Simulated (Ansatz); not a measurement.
Single point in Ansatz 0.2.0 with r2SCAN, no spin polarisation. Cutoff 500 eV, PAW datasets, 8×8×8 Γ-centred k mesh, gaussian filling (width 0.2576 eV).

Computed maps in the lattice plane spanned by b (left to right, 3.55 Å, 11 points from zero) and c (bottom to top, 3.74 Å, 11 points from zero), 90° apart, at height 0.500 along a. The fields are smooth PAW ones with compensation charges, not the true ones near nuclei.

Valence density. Digits on a logarithmic scale: 0 up to 0.03 e/Å³, each further digit a factor of 1.6, 9 from 1.3 e/Å³ up:
```
33443333443
44566556654
45798778975
45899889985
34788778874
23567777653
22457887542
22345665432
22234554322
33222222223
33322112233
```

ELF. Ten even steps from '0' (0.01) to '9' (1.00):
```
01121001211
02798448972
05999669995
06999559996
04998008994
01552002551
00133333310
00024554200
10002332000
11000000001
11000000001
```

Q: The cell is BH₄Pb. Which atoms lie within 0.2 Å of this plane, and where (fractions of b and c)?

A: B at (0.50, 0.50), H at (0.26, 0.67), H at (0.74, 0.67). The whole cell:
```yaml
crystal:
  lattice:
    - [2.56423, 2.45264, 0.00000]
    - [2.56423, -2.45264, 0.00000]
    - [0.00000, 0.00000, -3.73540]
  atoms:
    - { symbol: Pb, position: [0.00000, 0.00000, 0.00000] }
    - { symbol: B, position: [0.50000, 0.50000, 0.50000] }
    - { symbol: H, position: [0.50100, 0.25900, 0.67300] }
    - { symbol: H, position: [0.49900, 0.74100, 0.67300] }
    - { symbol: H, position: [0.25900, 0.50100, 0.32700] }
    - { symbol: H, position: [0.74100, 0.49900, 0.32700] }
```

Origin: a known structure type with other elements, at an estimated volume, so it need not be a known compound. Caveats: atoms or cell far from equilibrium; wide smearing.
